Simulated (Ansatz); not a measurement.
**ZrS: energy along a strain**

ZrS, Fm-3m, a = 5.250 Å (as given, not relaxed at this level: -2.0 GPa). The structure is a COD entry; whether it is the stable form wasn't checked. Ansatz: r2SCAN, PAW, 500 eV, Γ-centred 16×16×16 mesh on 2 atoms, Gaussian smearing 0.15 eV; no spin polarisation. Cell vectors (Å): 0.000 2.625 2.625; 2.625 0.000 2.625; 2.625 2.625 0.000. The cell is strained by x per cent times the pattern (0 0 0 1 0 0) in the order xx yy zz yz xz xy (engineering shears), with fractional coordinates held. y is the free energy over the start, V0 = 18.088 Å³/atom. Symmetry makes y even in x. Points with a strain past 8.5 % were computed too (2) and aren't used here.

```tsv
x (%)	y (meV/atom)
-5.00	4.12
0.00	0.00
1.25	0.27
2.50	1.06
3.75	2.35
6.25	?
7.50	9.00
```

Fit y = c2 x² + c4 x⁴ to the other rows, get the stiffness along the pattern, and predict the missing energy.

Least squares on the rows shown. y = 0.1692 x² − 0.0001631 x⁴. The clamped-ion stiffness p·C·p = 2 × 1.692 eV × 160.2 / 18.088 Å³ = 30 GPa, which is C44 in these axes (second derivative at the start, which stands under stress). At x = 6.25 the fit asked for gives 6.36 meV/atom. The run gave 6.34 meV/atom, so the fit is 0.02 meV/atom too high, a small miss on the scale of the series.